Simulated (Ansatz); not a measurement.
HfBN:
```
CELL_PARAMETERS angstrom
      3.19281     0.00000     0.00000
     -1.59641     2.76506     0.00000
      0.00000     0.00000     6.84795
ATOMIC_POSITIONS crystal
  Hf 0.00000 0.00000 0.00000
  B  0.33333 0.66667 0.25000
  N  0.66667 0.33333 0.25000
  Hf 0.00000 0.00000 0.50000
  N  0.33333 0.66667 0.75000
  B  0.66667 0.33333 0.75000
```

Relaxed with PBE. Special points in fractions of this cell's reciprocal vectors: Γ (0.000, 0.000, 0.000); M (0.500, 0.000, 0.000); K (0.333, 0.333, 0.000); A (0.000, 0.000, 0.500); L (0.500, 0.000, 0.500); H (0.333, 0.333, 0.500).

### Question
List the band energies nearest the Fermi level at these points for plane-wave PAW PBE (Ansatz code).

### Answer
In eV from the Fermi level; about four levels below and three above (degenerate sets whole), none deeper than 8.9 eV; points with the same levels are listed once.

```
k                    below                above
-  -----------------------  -------------------
Γ  -2.17 -1.66 -1.09 -1.09       0.46 0.46 0.66
M  -4.81 -4.00 -0.19 -0.18       0.97 2.26 3.32
K  -3.27 -3.27 -0.07 -0.07       1.68 2.57 2.57
A  -0.12 -0.12 -0.12 -0.12  1.92 1.92 1.92 1.92
L  -3.99 -3.99 -1.36 -1.36  2.99 2.99 3.26 3.26
H  -5.68 -5.68 -3.48 -3.48  0.77 0.77 2.35 2.35
```

Space group P6_3/mmc. The start of the workflow was typed in or built on a structure type; neither database checked (COD, Materials Project) lists it. Its standing as an ambient phase is unchecked. Symmetry was held in the PBE relaxation; its stability against distortions is not shown here. No spin polarisation was allowed. The volume moved by 23 % from the start of the relaxation. Its formation energy is positive at this level, so the cell may be metastable or incomplete. Spin–orbit coupling is left out wherever it is not named.

Potentials: the earlier of the program's two PAW sets.
